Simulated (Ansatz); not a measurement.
An Ansatz input:

```yaml
crystal:
  lattice:
    - [3.6068887541, 0.0, 0.0]
    - [-1.803444377, 3.1236572897, 0.0]
    - [0.0, 0.0, 5.7965883273]
  atoms:
    - { symbol: In, position: [0.3333333333, 0.6666666667, 0.25] }
    - { symbol: In, position: [0.6666666667, 0.3333333333, 0.75] }
hamiltonian:
  xc: blyp
  pseudopotentials:
    kind: paw
    azcp:
      In: "pseudopotentials/In.paw.azcp"
basis:
  ecutwfc: 420
  fft_grid_basis: typed
kpoints:
  mp_grid: { grid: [12, 12, 6], shift: [0, 0, 0] }
magnetization:
  spin_polarized: false
scf:
  occupations: { method: fermi_dirac, width: 0.1 }
  lower_state_search: "off"
output:
  stress: true
```

Terminal output

```
Engine: ansatz 0.2.0, x86_64-unknown-linux-gnu
Pseudopotentials: kind: paw
Pseudopotential: In, paw, valence charge 13, recommended cutoff 420 eV (normal) 
Functional definition: BLYP
  parameter beta = 0.0042
  parameter a = 0.04918
  parameter b = 0.132
  parameter c = 0.2533
  parameter d = 0.349
  exchange = b88_x(beta = beta)
  correlation = lyp_c(a = a, b = b, c = c, d = d)
Crystal: 2 atoms, lattice volume = 65.308 Å³
Basis set: ecut = 420 eV, 1267 PW (Γ), exchange–correlation on 50×50×80 points (8 copies of the dense FFT grid, shifted against one another)
Bands: 17, of which v1, the nominal top of the filled ones, is band 13 counted from 1 (12 counted from 0)
Symmetry: 24 space group operations
Space group: P63/mmc (ITA 194), of the structure as read, at distance tolerance 4.0e-5 Å
k-points: 76 of 864
Non-local potential: In, projectors of the file, l = 0: 2, l = 1: 2, l = 2: 2, l = 3: 2
PAW form: soft (Blöchl's): semilocal exchange-correlation on the pseudo side does not see the compensation charge
PAW frozen core: In, regenerated for the run's functional, and the local potential with it (the file was generated under x = pbe(κ = 0.804, μ = 0.2195149727645171), c = pbe(β = 0.06672455060314922))
PAW one-centre angular grid: In, 590 points (default); XC on 64 Gauss nodes
Initial density: superposition of atomic densities (neutral atoms: chi_scale 0, normalization atom), corrected by the library's trained network
Initial wavefunctions: pseudopotential atomic-orbital guess
Functional: x = b88, c = lyp
SCF iter   1: F=—  HF=-11227.633939 eV  |F-HF|=—  |Δ(HF+E_count)|=         —  Δρ=5.76e-3  dr2=1.62e-2  ethr=1.77e-3  ⟨swp⟩=5.7  Hψ=6412  notcnv=0
SCF iter   2: F=—  HF=-11227.632899 eV  |F-HF|=—  |Δ(HF+E_count)|=   1.04e-3  Δρ=3.83e-3  dr2=7.71e-3  ethr=6.22e-5  ⟨swp⟩=1.0  Hψ=1900  notcnv=0
SCF iter   3: F=—  HF=-11227.633912 eV  |F-HF|=—  |Δ(HF+E_count)|=   1.01e-3  Δρ=1.34e-3  dr2=9.50e-4  ethr=2.97e-5  ⟨swp⟩=2.5  Hψ=2291  notcnv=0
SCF iter   4: F=—  HF=-11227.633661 eV  |F-HF|=—  |Δ(HF+E_count)|=   2.51e-4  Δρ=3.37e-4  dr2=1.27e-4  ethr=3.65e-6  ⟨swp⟩=2.0  Hψ=2067  notcnv=0
SCF iter   5: F=—  HF=-11227.633714 eV  |F-HF|=—  |Δ(HF+E_count)|=   5.31e-5  Δρ=1.82e-4  dr2=1.49e-5  ethr=4.90e-7  ⟨swp⟩=2.0  Hψ=2285  notcnv=0
SCF iter   6: F=—  HF=-11227.633716 eV  |F-HF|=—  |Δ(HF+E_count)|=   1.65e-6  Δρ=5.18e-5  dr2=1.58e-6  ethr=5.72e-8  ⟨swp⟩=3.0  Hψ=2320  notcnv=0
SCF iter   7: F=-11227.633717 eV  HF=-11227.633717 eV  |F-HF|=9.83e-9  |Δ(HF+E_count)|=   6.06e-7  Δρ=5.13e-6  dr2=1.94e-8  ethr=3.85e-10  ⟨swp⟩=3.1  Hψ=5202  notcnv=0
SCF 1 converged in 7 iterations: F = -11227.633717 eV  dr2 = 1.94e-8
SCF converged after 7 iterations
Free energy (F): -11227.633717 eV
Harris-Foulkes:  -11227.633717 eV  (|F-HF|=9.83e-9)
Internal energy: -11227.594481 eV  (E = F + TS)
E sigma→0 (E₀):  -11227.614099 eV
Entropy (-TS):   -0.039236 eV (-19.618 meV/atom)
Fermi energy:    7.888580 eV
--- Per-component energies (eV) ---
  E_band       = -104.596517
  E_kinetic    = 479.974950
  E_local      = -2414.647087  (includes V_loc(G=0)·N_el)
  E_nonlocal   = 727.925801
  E_hartree    = 942.594364
  E_xc         = -426.811164
  E_vxc        = -194.805813  (∫ρ·V_xc dr)
  E_paw        = -8337.399784  (= ΣΔE_a)
  E_vpaw       = -588.229898  (= ΣTr[D̂ρ^β])
  E_aug_tail   = 0.000053  (compensation charges beyond the density's cutoff)
  E_ewald      = -2198.853351
  E_core_change = -0.378263  (= ΣΔE_core)
  E_smearing   = -0.039236  (= −TS)
  E_closure    = -0.000000  (closes the sum)
  Σ components = -11227.633717   (vs F -11227.633717, Δ=0.00e0)
--- Stress (GPa, compression-positive) ---
       -0.631472      -0.000000       0.000000
        0.000000      -0.631472       0.000000
        0.000000       0.000000      -0.860573
  P = ⅓ Tr σ = -0.7078 GPa (-7.078 kbar)
```
